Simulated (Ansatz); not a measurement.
**Exchange in Na3Mn2SbO6 by functional**

```xyz
12
Lattice="2.7449 -4.7420 0.0000 2.7449 4.7420 0.0000 -1.8579 0.0000 5.4002" Properties=species:S:1:pos:R:3 pbc="T T T"
Na    1.8160    0.0000    2.7001
Na    1.8160    3.1563    2.7001
Na    1.8160   -3.1563    2.7001
Mn    2.7449    1.5782    0.0000
Mn    2.7449   -1.5782    0.0000
Sb    0.0000    0.0000    0.0000
O     2.8533   -1.4767    4.2694
O     0.7786   -1.4767    1.1308
O     0.7786    1.4767    1.1308
O     2.8533    1.4767    4.2694
O     3.7964    0.0000    1.0590
O    -0.1645    0.0000    4.3412
```

The same starts (parallel, antiparallel patterns that fit this cell, and no moments) were run with plane-wave PAW DFT (Ansatz 0.2.0; atoms fixed, collinear spin, no spin-orbit coupling; 5×5×4 Γ-centred mesh, fermi-dirac occupations of width 0.050 eV) at these levels: r2SCAN, 500 eV; r2SCAN with U_eff = 2.7 eV on Mn d (all-electron-ortho-atomic projectors), 500 eV.

Problem. Which order does each level favour, and how strongly?

Solution. The runs give, at zero smearing:

| level | lowest state | mean moment on Mn (μB) | parallel less best compensated antiparallel (meV per Mn) | gain over no moments (meV per Mn) |
| --- | --- | --- | --- | --- |
| r2SCAN | antiparallel, compensated | 4.18 | +29 | 3038 |
| r2SCAN + U | antiparallel, compensated | 4.25 | +15 | 4164 |

Site moments are taken in small spheres that don't touch (radius about 0.4 of the atom's shortest bond), so those of the magnetic atoms read low. Both levels favour antiparallel moments: the difference runs from +15 to +29 meV per Mn. The U weakens the coupling, as expected where exchange goes by hopping and scales with the inverse of the on-site repulsion.

The cell is that of a Crystallography Open Database entry, unchanged.

Caveats: only orders that fit this cell were tried, so the true order may need a larger cell or canted moments; atoms and cell are held at the entry's values; differences under about 5 meV per magnetic atom weren't tested against a denser mesh or another U, and are taken as unresolved; the U is a value in common use, not computed for this crystal; the state without moments isn't the paramagnet, so the last column is no ordering energy, and a U inflates it.
